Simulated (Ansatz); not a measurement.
Given:

Starting cell, CdS (zinc blende):

```
CdS
1.0
    0.00000     5.92662     5.92662
    2.96331     0.00000     2.96331
    2.96331     2.96331     0.00000
S Cd
2 2
Cartesian
  4.44497   4.44497   4.44497
  4.44497   7.40828   7.40828
  0.00000   0.00000   0.00000
  2.96331   5.92662   2.96331
```

A phonon eigenvector at L = (0.5, 0.0, 0.0) is frozen into this cell: atom i moves by Q times the vector below, so Q is the largest atomic displacement, in Å. The cell is held. (q is in reciprocal vectors of the primitive cell; the cell shown is doubled to hold the pattern.)

```
atom       x       y       z
----  ------  ------  ------
S1     0.577  -0.577  -0.577
S2    -0.577   0.577   0.577
Cd3   -0.048   0.048   0.048
Cd4    0.048  -0.048  -0.048
```

Calculation: PBE (plane waves to 420 eV, PAW, scalar-relativistic; Ansatz, a first-principles code). k mesh 5×10×10 (Γ-centred), Fermi-Dirac smearing 0.05 eV. E stands for the smeared free energy. CdS was relaxed with its symmetry unable to fall. ΔE is measured from the undisplaced structure.

The scan covers Q from -0.100 to 0.100 Å in 13 points.

Problem. Which space group does the distorted structure have?

Solution. R3m (No. 160), lowered from F-43m.

Problem. What is the energy change at Q = 0.100 Å?

Solution. 95.9 meV/cell.

Problem. What harmonic wavenumber does the curvature at Q = 0 give?

Solution. 281 cm⁻¹.

(For displaced atoms, the force is minus the slope of the energy, and its curvature is a force constant, which sets phonon frequencies.)
